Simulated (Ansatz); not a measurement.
# How much do the gradients of SbTePd depend on the method?

Cell: a COD entry, its atoms then relaxed with PBE in this cell.

```cif
data_SbTePd
_symmetry_space_group_name_H-M 'P2_13'
_symmetry_Int_Tables_number 198
_cell_length_a 6.5362
_cell_length_b 6.5362
_cell_length_c 6.5362
_cell_angle_alpha 90.000
_cell_angle_beta 90.000
_cell_angle_gamma 90.000
loop_
_atom_site_label
_atom_site_type_symbol
_atom_site_symmetry_multiplicity
_atom_site_Wyckoff_symbol
_atom_site_fract_x
_atom_site_fract_y
_atom_site_fract_z
Sb Sb 4 a 0.6280 0.6280 0.6280
Te Te 4 a 0.3728 0.3728 0.3728
Pd Pd 4 a 0.0032 0.0032 0.0032
```

One atom of each set is listed.

First run. Level of theory: DFT, PBE, plane waves and PAW, scalar-relativistic, 420 eV cutoff, Γ-centred 5×5×5 k-points, Fermi–Dirac smearing 0.05 eV (Ansatz 0.2.0).

```csv
site,V_zz (10²¹ V/m²),η
Sb,21.2,0.00
Te,4.60,0.00
Pd,-1.80,0.00
```

Second run. The same atoms and settings, except that the functional is r2SCAN and the cutoff is 500 eV.

(1) Given the first result, estimate the second.

## Answers

(1) 

| site | V_zz | η | change of V_zz |
| --- | --- | --- | --- |
| Sb | 22.3 | 0.00 | +1.17 |
| Te | 6.46 | 0.00 | +1.86 |
| Pd | -1.81 | 0.00 | -0.01 |

The largest change of V_zz is on Te, from 4.60 to 6.46. In per cent, |V_zz| changes by +6 on Sb, +40 on Te (all sites that start above 2).

The run finds no gap above 0.1 eV (a metal, or nearly one), so the gradients can move by 10 % or more with the k-mesh. Without spin–orbit coupling the gradients at and beside Te can be off by some per cent, at some sites by more. With these PAW files V_zz is typically within 2 to 3 % of all-electron values, but misses above 10 % occur on Pd, Sb.
